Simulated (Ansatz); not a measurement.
Relaxed-ion elastic tensor of NaWO3 (cubic perovskite, Pm-3m) in GPa (Voigt order), the program Ansatz at the r²SCAN level (PAW); density 7.27 g/cm³, 11.64 Å³ per atom.

```
 510  90.6  90.6   0.0   0.0   0.0
90.6   510  90.6   0.0   0.0   0.0
90.6  90.6   510   0.0   0.0   0.0
 0.0   0.0   0.0  73.1   0.0   0.0
 0.0   0.0   0.0   0.0  73.1   0.0
 0.0   0.0   0.0   0.0   0.0  73.1
```

Question: Is the crystal mechanically stable?

Answer: Yes: the smallest eigenvalue of C is 73.1 GPa.

Question: Work out the Voigt, Reuss and Hill averages.

Answer: K_V = 230, K_R = 230, K_H = 230; G_V = 128, G_R = 98.8, G_H = 113 GPa.

Question: Give Young's modulus, Poisson's ratio, Pugh's ratio and the universal anisotropy index.

Answer: E = 9KG/(3K + G) = 292 GPa; ν = 0.29; K/G = 2.03 (ductile by the Pugh limit of 1.75); A_U = 5G_V/G_R + K_V/K_R − 6 = 1.46.

Question: Estimate the sound speeds and the Debye temperature.

Answer: v_l = √((K + 4G/3)/ρ) = 7240 m/s, v_t = √(G/ρ) = 3950 m/s, mean 4400 m/s; Θ = (h/k)(3n/4πV)^(1/3) v_m = 578 K.

Question: Give the Zener ratio and Young's modulus along [100], [110] and [111].

Answer: A = 2C44/(C11 − C12) = 0.35; 1/E = S11 − 2(S11 − S12 − S44/2)Γ with Γ = 0, 1/4, 1/3 gives 483, 232, 198 GPa.

Question: Solve the Christoffel equation for the three sound speeds along [100], [110], [111].

Answer: Eigenvalues of C_ijkl n_j n_l equal ρv². In km/s, slowest first: [100] 3.17, 3.17, 8.38; [110] 3.17, 5.37, 7.17; [111] 4.75, 4.75, 6.72.

The workflow started from an entry of the Crystallography Open Database (COD). Whether it is the stable phase at ambient conditions was not checked. Symmetry was held in the r²SCAN relaxation; of distortions, only those at the zone centre were tested. The run is not spin-polarised. No Hubbard U is applied. With an odd number of electrons in the cell and no spin polarisation, the count alone makes it a metal. As this level gives no gap, shear constants depend on the k-mesh and smearing (Fermi–Dirac, 0.1 eV here). Scalar-relativistic: spin–orbit coupling is off unless named, which matters more the heavier the elements.

Potentials: the later of the program's two PAW sets.
